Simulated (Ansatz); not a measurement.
SiO2:
```
CELL_PARAMETERS angstrom
      4.98173     0.00000     0.00000
      0.00000     4.98173     0.00000
      0.00000     0.00000     6.91953
ATOMIC_POSITIONS crystal
  Si 0.19778 0.19778 0.00000
  Si 0.30222 0.69778 0.75000
  Si 0.80222 0.80222 0.50000
  Si 0.69778 0.30222 0.25000
  O  0.60882 0.73825 0.68123
  O  0.76175 0.10882 0.43123
  O  0.39118 0.26175 0.18123
  O  0.23825 0.89118 0.93123
  O  0.10882 0.76175 0.56877
  O  0.26175 0.39118 0.81877
  O  0.89118 0.23825 0.06877
  O  0.73825 0.60882 0.31877
```

Cartesian axes are those of the cell as given.

Task: Give the high-frequency dielectric tensor and the Born effective charge tensors of the independent atoms from DFPT, plane-wave PAW r²SCAN (Ansatz code).

Result: 
ε∞:
```
2.21  0.00  0.00
0.00  2.21  0.00
0.00  0.00  2.20
```
Z* of atom 1 (Si), rows: field, columns: displacement, in e:
```
 3.36   0.02   0.17
 0.02   3.36  -0.17
-0.33   0.33   3.31
```
Z* of atom 5 (O), rows: field, columns: displacement, in e:
```
-2.30  -0.22   0.79
-0.16  -1.06   0.08
 0.79   0.21  -1.65
```

Static charges for comparison (Bader): Si1 +3.37, O5 -1.68 e. Born charges measure polarisation by displacement and can exceed these by far.

Space group P4_32_12. The first step of the workflow began from a Materials Project structure, measured or hypothetical; the Crystallography Open Database files this formula in space group No. 96, but the cells were not matched. It is not the phase usual at ambient conditions (space group No. 92, 152, 154). The cell was relaxed with r²SCAN under the symmetry of its start; its stability against distortions is not shown here.

Potentials: the earlier of the program's two PAW sets.
